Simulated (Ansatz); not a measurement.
FePt (L1₀ or tetragonal B2, space group No. 123) at seven volumes, PBEsol in the plane-wave PAW code Ansatz, shape and atoms relaxed at each. One row is withheld.

```
V (Å³/atom)  P (GPa)
-----------  -------
12.210         27.78
12.613         17.00
13.016          7.79
13.418          0.01
13.821             ?
14.223        -11.73
14.626        -16.01
```

Fit the shown pressures and predict the withheld one.

P = (3/2)B₀(x^(7/2) − x^(5/2))[1 + (3/4)(B′ − 4)(x − 1)] with x = (V₀/V)^(2/3). Least squares on the six rows gives V₀ = 13.424 Å³/atom, B₀ = 232 GPa, B′ = 4.97. At V = 13.821, x = 0.9808 and P = -6.29 GPa. The run itself gave -6.45 GPa.

Space group P4/mmm (L1₀ or tetragonal B2). Symmetry was held in the PBEsol relaxation. Magnetic state: ferromagnetic, chosen from 5 collinear starts compared on coarse meshes (ties went to the first, and starts can fall back to one state), not a proven ground state. Textbook magnetic order: ferromagnetic. Scalar-relativistic: spin–orbit coupling is off unless named, which matters more the heavier the elements.

Potentials: the later of the program's two PAW sets.
